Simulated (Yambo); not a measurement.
```
LuCuS2
1.0
    3.68341     0.00000     0.00000
   -1.84170     3.18993     0.00000
    0.00000     0.00000     5.80365
S Cu Lu
2 1 1
Direct
  0.66667   0.33333   0.76686
  0.00000   0.00000   0.27889
  0.66667   0.33333   0.38975
  0.33333   0.66667   0.00751
```

Workflow: PBEsol (pw.x of Quantum ESPRESSO, ONCV potentials, no spin-orbit coupling), then G0W0 in Yambo (6×6×2 Γ-centred k mesh, bands 6 to 124 and a 7 Ry block in the screening, 124 bands in G with the Bruneval-Gonze terminator, plasmon pole fitted at 27.2 eV).

**Question.** Give the PBEsol and G0W0 gaps between the band edges found on this mesh, and say where the edges lie.

**Answer.** Edges: Γ → L. PBEsol: 0.91 eV; G0W0: 1.45 eV. Convergence of the G0W0 settings was not tested. The 3d shell has no Hubbard U; the runs are without spin polarisation, and magnetic order was not tried. The 4f states are in the valence at their DFT position.

Geometry strained from the cell relaxed with PBEsol, atoms relaxed again.

The structure is a Materials Project entry; no match was found in the copy of COD used, and its stability was not checked.
